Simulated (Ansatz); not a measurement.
YIr, in the lowest among the structures calculated here: Pm-3m (No. 221), cP2, CsCl type; a = b = c = 3.385 Å, α = β = γ = 90.00°; Y 1b (0.500, 0.500, 0.500); Ir 1a (0.000, 0.000, 0.000). Computed with PBEsol (plane waves to 420 eV, PAW, scalar-relativistic; Ansatz, a quantum-chemistry and plane-wave program). Element references, the lowest calculated here: Y (R-3m, not the ambient form), Ir (Fm-3m).

Question: Give the formation energy of this Pm-3m form of YIr from the elements at the level PBEsol.

Answer: -0.74 eV/atom.

Static energies, no anion corrections, no zero-point energy. Values are rounded to 0.01 eV/atom. Spin-orbit coupling is missing from these energies, which matters for elements this heavy. The compounds carry no spin polarisation.
